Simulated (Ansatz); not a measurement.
**The polar optical mode of SrO, worked through**

Computed with DFT r2SCAN, scalar-relativistic, plane waves, PAW in Ansatz. Settings: 500 eV plane-wave cutoff, Γ-centred 8×8×8 mesh, fixed occupations. No spin polarisation. Phonons by linear response, acoustic sum rule imposed.

The cell is fixed (symmetry leaves no force on the atoms) and stands under 0.0 GPa:
```yaml
crystal:
  lattice:
    - [0.00000, 2.58000, 2.58000]
    - [2.58000, 0.00000, 2.58000]
    - [2.58000, 2.58000, 0.00000]
  atoms:
    - { symbol: Sr, position: [0.00000, 0.00000, 0.00000] }
    - { symbol: O, position: [0.50000, 0.50000, 0.50000] }
```

The cell is the ideal cubic rocksalt prototype.

Linear response gives ν_TO = 213.8 cm⁻¹, Born charges ±2.413 e (positive on Sr) and ε∞ = 3.516. The primitive cell holds 34.347 Å³, and the masses are 87.620 and 15.999 amu.

Question: Find ν_LO and the static dielectric constant.

Answer: The long-wave field adds a restoring force: ω_LO² − ω_TO² = Z*²e²/(ε_vac ε∞ μV). In these units ν_LO² − ν_TO² = 4.92064×10⁷ Z*²/(μ V ε∞) cm⁻², with μ = m₁m₂/(m₁ + m₂) = 13.529 amu: 175374 cm⁻². So ν_LO = √(213.8² + 175374) = 470.2 cm⁻¹, and the run gives 470.2. Lyddane–Sachs–Teller then gives ε0 = ε∞ (ν_LO/ν_TO)² = 17.00, against 17.00 in the run (it forms both from the same three quantities, so the match checks the arithmetic only). Between ν_TO and ν_LO the dielectric function is negative and an undamped crystal reflects fully: a reststrahlen band from 21.3 to 46.8 μm.

Question: What do the Clausius–Mossotti polarisability and the Szigeti charge come to?

Answer: With the Lorentz local field, α = (3V/4π)(ε∞ − 1)/(ε∞ + 2) = 3.74 Å³ for the pair, and e_S = 3Z*/(ε∞ + 2) = 1.31 e. The Born charge includes the electrons' response to the dipole's own local field, and e_S takes that enhancement out. The Lorentz field assumes point-like polarisable ions, a fair picture at this small ε∞.

Question: How strongly does a slow electron couple to the LO mode?

Answer: For one isotropic parabolic band, Fröhlich's constant is α_F = (1/ε∞ − 1/ε0) √(m* Ry/ħω_LO), with Ry = 13.606 eV, ħω_LO = 58.3 meV and m* in free-electron masses: α_F = 0.2256 × 15.28 × √m* = 3.45 √m*. The band mass isn't part of this run; for m* = 0.1, 0.3 and 1 it gives 1.09, 1.89, 3.45. In weak coupling the polaron lies α_F ħω_LO below the band edge (110 meV at m* = 0.3) with a mass m*(1 + α_F/6); past α_F of about 5 or 6 that expansion fails. A semilocal functional's ε∞ tends to be too large, which taken alone lowers α_F.

Cost: 1 run of about 0.49 core-minutes, on Intel Xeon 6975P-C (Granite Rapids) (shared hosts).